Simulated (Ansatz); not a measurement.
CaO (rock salt), relaxed with r²SCAN+D4 (Ansatz, a program for electronic structure, plane waves, PAW): a = 4.7841 Å, b = 4.7841 Å, c = 4.7841 Å, α = 90.00°, β = 90.00°, γ = 90.00°.

- gap (eV): 4.20
- ΔH_f (eV/atom): -3.22
- ε∞: 3.53
- ε0: 13.8
- highest Γ mode, no LO–TO term (cm⁻¹): 288
- electron conductivity mass (mₑ): 0.56

Q: The same phase is relaxed and computed with LDA in the same code. What are the cell and these values now?

A: a = b = c = 4.7078 Å, α = β = γ = 90.00°.

- gap (eV) = 3.45
- ΔH_f (eV/atom) = -3.20
- ε∞ = 3.88
- ε0 = 14.9
- highest Γ mode, no LO–TO term (cm⁻¹) = 290
- electron conductivity mass (mₑ) = 0.53

All cells were relaxed under the symmetry of their starts (and spin orders); stability against distortions was not tested throughout.

Potentials: the later of the program's two PAW sets.

Ansatz is a plane-wave DFT program.

Formation energies count from the lowest solids of the elements computed at the same level, not from gases.
